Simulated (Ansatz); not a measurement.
YSi$_{2}$ (P4/mmm), relaxed with PBE (Ansatz, a quantum-chemistry and plane-wave program, plane waves, PAW): a = b = 3.742 Å, c = 4.540 Å, α = β = γ = 90.00°.

```
Quantity              Result
--------------------  ------
ΔH_f (eV/atom)         -0.37
B₀ by P(V) fit (GPa)    76.3
```

Problem. The same phase is relaxed and computed with r²SCAN in the same code. What are the cell and these values now?

Solution. a = b = 3.742 Å, c = 4.539 Å, α = β = γ = 90.00°.

- ΔH_f (eV/atom) = -0.38
- B₀ by P(V) fit (GPa) = 78.7

Constructed cells (a structure type filled with these elements, in neither database checked): YSi2, P4/mmm (Si on 2f, Y on 1b). All cells were relaxed under the symmetry of their starts (and spin orders); stability against distortions was not tested throughout. Rows with no word on spin ran without spin polarisation. Scalar-relativistic: spin–orbit coupling is off unless named, which matters more the heavier the elements.

Potentials: the later of the program's two PAW sets.

Ansatz is a plane-wave DFT program.

Formation energies count from the lowest solids of the elements computed at the same level, not from gases.
